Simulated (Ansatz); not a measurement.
# ZnO (P6_3mc), axial (c/a) deformation path

These are results of Ansatz, DFT r2SCAN, scalar-relativistic, plane waves, PAW, not measurements. Cutoff 500 eV, Γ-centred 12×12×6 k-points, Gaussian smearing of 0.05 eV. No spin polarisation. Energies are free energies at this smearing, counted from the undisturbed cell; pressure is positive in compression.

Reference structure (relaxed at this level):

```
Zn O
1.0
     3.23520    0.00000    0.00000
    -1.61760    2.80177    0.00000
     0.00000    0.00000    5.21142
Zn O
2 2
Direct
  0.33333 0.66667 0.00124
  0.66667 0.33333 0.50124
  0.33333 0.66667 0.38086
  0.66667 0.33333 0.88086
```

At fixed volume and fractional coordinates, lengths along (0.000, 0.000, 1.000) are scaled against those across it; ρ is that ratio over its starting value.

```tsv
ρ	ΔE (meV/atom)	pressure (GPa)	gap on the mesh (eV)
0.850	171.9	6.3	1.23
0.920	?	1.5	?
1.000	0.0	0.0	1.24
1.100	48.6	1.9	1.03
1.200	167.3	6.3	0.71
```

Question: Give the withheld values.

Answer: ΔE (meV/atom) at ρ = 0.920: 42.6; gap on the mesh (eV) at ρ = 0.920: 1.26.

Cost: 5 runs of about 2.7 core-minutes in all, on Intel Xeon Processor @ 2.50GHz (Skylake/Cascade Lake) (shared hosts).